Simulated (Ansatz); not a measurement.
## Data sheet: TaO3 (DFT)

TaO3:
```
TaO3
1.0
    3.92749     0.00000     0.00000
    0.00000     3.92749     0.00000
    0.00000     0.00000     3.92749
Ta O
1 3
Direct
  0.50000   0.50000   0.50000
  0.00000   0.50000   0.50000
  0.50000   0.00000   0.50000
  0.50000   0.50000   0.00000
```
The run is spin-polarised; directions of the spins, atom by atom: 0 ↑ ↑ ↑.

Space group Pm-3m (No. 221), ReO3 type; conventional cell a = 3.927 Å, b = 3.927 Å, c = 3.927 Å, α = 90.00°, β = 90.00°, γ = 90.00°.

Method: the program Ansatz at the r²SCAN level (PAW). The cell and atoms are relaxed at this level. Other levels are named where they apply.

**Cell and energy**

```
Quantity                                                        Value
-----------------------------------------------------  --------------
Volume per atom                                              15.15 Å³
Density                                                    6.28 g/cm³
Formation energy from the elements (no fitted shifts)  -2365 meV/atom
```

**Electronic structure**

```
Quantity                                                                    Result
------------------------------------  --------------------------------------------
Electronic character                                             metallic (no gap)
Density of states at the Fermi level  0.40 states/eV per atom (mean over ±0.08 eV)
```

**Magnetism**

```
Item                       Value
--------------  ----------------
Magnetic order     ferrimagnetic
Net moment      0.25 μB per atom
```

**Mechanics**

```
Quantity                                                                       Value
--------------------------------------------  --------------------------------------
Bulk modulus (Birch–Murnaghan fit)                                           203 GPa
Pressure derivative B′                                                           4.3
Mechanical stability                          stable (all eigenvalues of C positive)
Hill bulk and shear moduli                                          203 and 74.6 GPa
Young's modulus                                                              199 GPa
Poisson's ratio                                                                 0.34
Debye temperature from the elastic constants                                   466 K
```

**Charges**

```
Item                         Value
-------------  -------------------
Bader charges  Ta +3.10, O -1.03 e
```

The workflow started from a Materials Project entry (that database holds measured and hypothetical structures alike); the Crystallography Open Database copy checked does not list it. Its standing as an ambient phase is unchecked. The cell was relaxed with r²SCAN under the symmetry of its start, as lowered by the spin order; its stability against distortions is not shown here. Magnetic state: ferrimagnetic, the only order run, not a proven ground state. The cell computed holds one magnetic atom, so no antiferromagnetic order was within reach. Other orbital occupations within this spin state were not tried. No Hubbard U is applied. As this level gives no gap, shear constants depend on the k-mesh and smearing (Fermi–Dirac, 0.1 eV here). Point labels and valley counts follow the cell and symmetry of the run, lower than the named group. The references are the lowest solids computed at this level, not always the standard phases (solids in place of the gases). Spin–orbit coupling is left out wherever it is not named.

Potentials: the later of the program's two PAW sets.
